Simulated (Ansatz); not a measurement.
Level of theory: DFT PBE, scalar-relativistic, plane waves, PAW (Ansatz 0.2.0). All cells share a 420 eV cutoff and Γ-centred k meshes spaced at most about 0.3 Å⁻¹ (2π included). Collinear spin in cells that started with moments and kept them past the coarse steps, no spin elsewhere.

Temperature and zero-point effects are left out.

Two forms of CaIrC₄N₄ were relaxed alike.

1. (site moments Ir 1.3 μB)

```
Ca Ir C N
1.0
     6.56263    0.00000    0.00000
     0.00000    6.56263    0.00000
     0.00000    0.00000    6.56263
Ca Ir C N
1 1 4 4
Direct
  0.00000 0.00000 0.00000
  0.50000 0.50000 0.50000
  0.21956 0.21956 0.21956
  0.21956 0.78044 0.78044
  0.78044 0.21956 0.78044
  0.78044 0.78044 0.21956
  0.32290 0.32290 0.32290
  0.32290 0.67710 0.67710
  0.67710 0.32290 0.67710
  0.67710 0.67710 0.32290
```

2. (site moments Ir 0.5 μB)

```
Ca Ir C N
1.0
     7.82201    0.00000    0.00000
     0.00000    7.82201    0.00000
     0.00000    0.00000    6.57585
Ca Ir C N
1 1 4 4
Direct
  0.50000 0.50000 0.00000
  0.00000 0.00000 0.00000
  0.18083 0.81917 0.00000
  0.81917 0.18083 0.00000
  0.18083 0.18083 0.00000
  0.81917 0.81917 0.00000
  0.28671 0.71329 0.00000
  0.71329 0.28671 0.00000
  0.28671 0.28671 0.00000
  0.71329 0.71329 0.00000
```

**Question.** Which is lower in energy, and by how much?

**Answer.** Cell 2 is lower, by 0.50 eV/atom. Cell 1 has space group P-43m (No. 215), 28.3 Å³/atom and a gap of 1.15 eV on its mesh; cell 2 has space group P4/mmm (No. 123), 40.2 Å³/atom and a gap of 0.44 eV. The shortest distance is 1.17 Å (C–N) in cell 1 and 1.17 Å (C–N) in cell 2. Even the lower one lies +0.03 eV/atom against the reference forms of the elements (uncorrected), a margin that errors in the energy of the gaseous reference can exceed. In cell 1, Ca has 4 C at 2.50 Å; Ir has 4 N at 2.01 Å; C has 1 N at 1.17 Å and 1 Ca at 2.50 Å; N is surrounded by 1 C at 1.17 Å and 1 Ir at 2.01 Å. In cell 2, Ca is surrounded by 4 N at 2.36 Å; Ir has 4 C at 2.00 Å; around C lie 1 N at 1.17 Å and 1 Ir at 2.00 Å; around N lie 1 C at 1.17 Å and 1 Ca at 2.36 Å. Both come from invented guesses.

No dispersion correction is applied, so the spacing and binding between layers, chains or molecules are poorly described (P4/mmm), and this can change margins and order among such cells. These runs have no spin–orbit coupling, which can matter for Ir. Kohn–Sham gaps at this level usually fall short of measured ones. The magnetic state reached may not be the lowest. With atoms moved at random, P-43m came back. Other cells relaxed within their symmetry can be saddle points. Some structure types and database cells were kept out of the candidates from the start, so a known form may be missing.
